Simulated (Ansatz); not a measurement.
## ZnGa3: do energies and stresses tell the same story?

Method: Ansatz, DFT r2SCAN, scalar-relativistic, plane waves, PAW.

Cutoff 500 eV; k points 10×10×10 on the computed 4-atom cell (Γ-centred); Gaussian smearing, width 0.10 eV; no spin polarisation.

Relaxed cell: Pm-3m, a = 4.068 Å, b = 4.068 Å, c = 4.068 Å, α = 90.00°, β = 90.00°, γ = 90.00°, 4 atoms in the primitive cell. Whether it is the stable form of this composition wasn't checked.

Energies at zero smearing and pressures from the stress tensor, at volumes with shape and atoms relaxed:
| V (Å³/atom) | E − E(first) (meV/atom) | P (GPa) |
| --- | --- | --- |
| 15.825 | 0.00 | 4.67 |
| 16.330 | -10.58 | 2.13 |
| 16.835 | -13.90 | 0.02 |
| 17.340 | -11.08 | -1.76 |
| 17.845 | -3.12 | -3.23 |

Problem. Check P = −dE/dV between neighbouring volumes, and get the bulk modulus from the pressures alone.

Solution. With 1 eV/Å³ = 160.2 GPa:
```tsv
middle V (Å³/atom)	−ΔE/ΔV (GPa)	mean P (GPa)
16.077	3.356	3.400
16.583	1.053	1.074
17.088	-0.895	-0.871
17.593	-2.526	-2.495
```

The two differ by 0.04 GPa at most. The mean of two end pressures misses the average over a step by about ΔV² P″/12, up to 0.04 GPa here; with that taken off 0.01 GPa remains. Around V = 16.835 Å³/atom, the two neighbours give B = −V ΔP/ΔV = 16.835 × 3.89 / 1.010 = 64.8 GPa, against B0 = 64.5 GPa from the Birch–Murnaghan fit of the energies.